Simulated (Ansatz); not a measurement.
# Notes on GaPt$_{3}$

```
Ga Pt
1.0
     5.50118    0.00000    0.00000
     0.00000    5.50118    0.00000
     0.00000    0.00000    7.92762
Ga Pt
4 12
Direct
  0.00000 0.50000 0.25800
  0.50000 0.00000 0.25800
  0.50000 0.00000 0.74200
  0.00000 0.50000 0.74200
  0.23100 0.73100 0.00000
  0.26900 0.23100 0.00000
  0.76900 0.26900 0.00000
  0.73100 0.76900 0.00000
  0.00000 0.00000 0.25100
  0.50000 0.50000 0.74900
  0.00000 0.00000 0.74900
  0.50000 0.50000 0.25100
  0.29000 0.79000 0.50000
  0.21000 0.29000 0.50000
  0.71000 0.21000 0.50000
  0.79000 0.71000 0.50000
```

Level: r2SCAN, no spin polarisation; 500 eV; 6×6×5 Γ-centred mesh; gaussian occupations (width 0.0179 eV); Ansatz 0.2.0, fixed geometry.

**Stress.** The pressure is -0.3 GPa (compression positive), so with the atoms held at these fractions the cell is close to zero pressure; the forces are large, so a full relaxation may end otherwise. The principal stresses -1.1, 0.1, 0.1 GPa differ, so its shape would change too.
**Contacts.** Ga–Pt at 2.52 Å: least valence density 0.43 e/Å³ and ELF 0.32 there. Pt–Pt at 2.76 Å: least valence density 0.39 e/Å³ and ELF 0.31 there. These are pseudo-fields; inside the PAW spheres they differ from the all-electron ones.
**Forces.** The largest is on Ga1 (and as large on other atoms): 0.99 eV/Å, components (0.00, 0.00, -0.99). It makes 140° with the line to a nearest neighbour, Pt16 at 2.52 Å, pointing away from it.
**Formation energy.** -0.46 eV an atom against the elements' usual phases (free molecules for gases, crystals otherwise, with no correction for O₂ or N₂), so it is bound against them; other compounds may still compete. Relaxing would lower it.
**Electronic structure.** It is a metal, with about 8.8 states/eV a cell as the mean within 0.25 eV of the Fermi level, mostly Pt d (87 %).

Origin: a database entry at a rescaled volume.
